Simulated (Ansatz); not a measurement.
CsPbCl₃ (Pm-3m) under several functionals

Plane-wave DFT in Ansatz with scalar-relativistic PAW potentials. The same structure was relaxed (cell and atoms, symmetry kept) in separate runs at each level. No spin polarisation.

How do the levels PBE, PBEsol, r2SCAN compare?

| level | cutoff (eV) | k mesh | V (Å³/atom) | a (Å) | gap (eV) | B0 (GPa) |
| --- | --- | --- | --- | --- | --- | --- |
| PBEsol | 420 | 6×6×6 | 35.475 | 5.619 | 1.83 | 25 |
| r2SCAN | 500 | 6×6×6 | 36.496 | 5.672 | 2.45 | 25 |
| PBE | 420 | 6×6×6 | 37.730 | 5.735 | 2.21 | – |

The usual order of volumes, PBEsol < PBE, holds here (35.475, 37.730 Å³/atom). As a rule PBEsol, built on the gradient expansion of slowly varying densities, lies between LDA and PBE; PBE's stronger gradient term for exchange weakens bonds. r2SCAN lies 3.3 % under PBE in volume. B0 goes from 25.0 to 24.8 GPa as the volume grows by 2.9 %; on one curve with B' = 4.7 the volume alone, B ∝ V^(−B'), would give 21.9 GPa, and the rest of the difference is the functional's own stiffness. Each gap belongs to its own cell, so it mixes the functional's effect with that of the volume; gaps are the least found on the k mesh or on a band path.

Spin-orbit coupling is left out, which matters for the bands of heavy elements.

Symmetry holds off the tilts and polar distortions that many cubic perovskites undergo.